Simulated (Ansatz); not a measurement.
Here is an unrelaxed guess for YHf2Ge3.

```cif
data_structure
_symmetry_space_group_name_H-M 'Cmmm'
_symmetry_Int_Tables_number 65
_cell_length_a 5.5134
_cell_length_b 9.2380
_cell_length_c 4.3293
_cell_angle_alpha 90.000
_cell_angle_beta 90.000
_cell_angle_gamma 90.000
_cell_volume 220.51
loop_
_atom_site_label
_atom_site_type_symbol
_atom_site_symmetry_multiplicity
_atom_site_Wyckoff_symbol
_atom_site_fract_x
_atom_site_fract_y
_atom_site_fract_z
_atom_site_occupancy
Y1 Y 2 b 0.50000 0.00000 0.00000 1
Hf1 Hf 4 f 0.25000 0.25000 0.50000 1
Ge1 Ge 4 i 0.50000 0.33987 0.00000 1
Ge2 Ge 2 d 0.00000 0.00000 0.50000 1
```

Computed with Ansatz, DFT PBE, scalar-relativistic, plane waves, PAW. Cutoff 420 eV; k points 4×4×4 on the computed 6-atom cell (Γ-centred); Gaussian smearing, width 0.10 eV; no spin polarisation.

The zero of energy is the elements' standard structures at the same level; no fitted shifts are applied.

Q: What does a single point on this coarse mesh give?

A: The pressure is 18.0 GPa (the mean over three directions, positive in compression), the largest force is 0.49 eV/Å, and the energy is −0.16 eV/atom against the elements. The shortest distance is 2.62 Å.

Q: How much does it gain on relaxing, and where does it end?

A: Relaxing gains about 0.18 eV/atom (the start's value is from the coarse mesh, so the gain is rough) in 13 ionic steps and ends at −0.34 eV/atom on the finer mesh. The symmetry stays Cmmm (No. 65). The volume per atom grows by 17.4 %, from 18.4 to 21.6 Å³. The shortest distance goes from 2.62 Å (Ge–Ge) to 2.78 Å (Hf–Ge). Conventional cell: a = 6.027 Å, b = 9.538 Å, c = 4.502 Å. Around Y lie 2 Ge at 3.00 Å, 4 Ge at 3.49 Å and 8 Hf at 3.61 Å; around Hf lie 6 Ge at 2.78–2.82 Å, 2 Hf at 3.01 Å and 4 Y at 3.61 Å; around Ge on a site of symmetry m2m lie 4 Hf at 2.78 Å, 2 Ge at 2.86 Å, 1 Y at 3.00 Å, 2 Ge at 3.26 Å, 2 Y at 3.49 Å and 1 Ge at 3.54 Å; 1 more site not described.

The last run used an 8×8×8 mesh for its 6-atom cell and Gaussian smearing of 0.10 eV. These runs have no spin–orbit coupling, which can matter for Hf. The relaxation can't lower the symmetry of the start. A structure relaxed within its symmetry needn't be a true minimum. Another cell of YHf2Ge3 relaxed alike, in P6/mmm, lies 41 meV/atom lower, so this cell isn't the stable form at this level.
